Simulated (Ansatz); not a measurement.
Phase order of Au

Structure types of Au are relaxed in primitive cells with their symmetry kept at 0 GPa, first on PAW files, then by LAPW. The enthalpy is E + pV at zero temperature, without zero-point motion. Only the types listed were tried, and differences under about 5 meV/atom are mesh noise.

Level of theory: DFT with LDA, scalar-relativistic, in Ansatz 0.2.0; Fermi–Dirac smearing of 0.05 eV, no spin polarisation. LAPW: all electrons, basis error target 0.5 meV/atom; PAW: frozen-core files, cutoff 420 eV.

k meshes: fcc 17×17×17, bcc 18×18×18, hcp 16×16×9, sc 16×16×16, diamond 13×13×13.

Spin–orbit coupling is left out, which matters for the heavy atoms. The PAW files were made under PBE.

**Question.** Which type is lowest in enthalpy, and by how much?

**Answer.** fcc, 13 meV/atom below hcp. The whole table:

```
start type         ends as          a, b, c (Å)  V (Å³/atom)  H − H(lowest), LAPW (meV/atom)  same, PAW
       fcc      fcc, Fm-3m  4.046, 4.046, 4.046        16.56                             0.0        0.0
       bcc      bcc, Im-3m  3.214, 3.214, 3.214        16.60                            16.8       16.9
       hcp   hcp, P6_3/mmc  2.847, 2.847, 4.728        16.59                            12.9       12.9
        sc       sc, Pm-3m  2.669, 2.669, 2.669        19.00                           269.7      270.0
   diamond  diamond, Fd-3m  5.952, 5.952, 5.952        26.36                          1005.2     1004.7
```
